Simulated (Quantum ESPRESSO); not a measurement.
```
CELL_PARAMETERS angstrom
      4.93121     0.00000     0.00000
      2.25171     4.39250     0.00000
      1.68033    -0.06059     4.93299
ATOMIC_POSITIONS crystal
  Li 0.85910 0.80785 0.98791
  Li 0.14090 0.19215 0.01209
  Li 0.50000 0.50000 0.00000
  Li 0.00000 0.50000 0.50000
  O  0.93583 0.14354 0.72884
  O  0.06417 0.85646 0.27116
  O  0.27571 0.49388 0.72368
  O  0.72429 0.50612 0.27632
  O  0.41213 0.17691 0.23285
  O  0.58787 0.82309 0.76715
  Mo 0.35741 0.86133 0.49666
  Mo 0.64259 0.13867 0.50334
```

The geometry is that of Materials Project entry mp-694855, symmetrised and not relaxed again.

### Question
What does LDA (Quantum ESPRESSO, PseudoDojo norm-conserving, 84 Ry, no spin-orbit coupling) give for the electronic structure near the Fermi level?

### Answer
Along the path the LDA gap is only about 0.03 eV, below what this setup resolves reliably; no G0W0 run was built on it. Semilocal functionals shrink small gaps, and the order of the bands at the edge may be inverted. Spin-orbit splittings are left out.

The structure is a Materials Project entry; no match was found in the copy of COD used, and its stability was not checked.
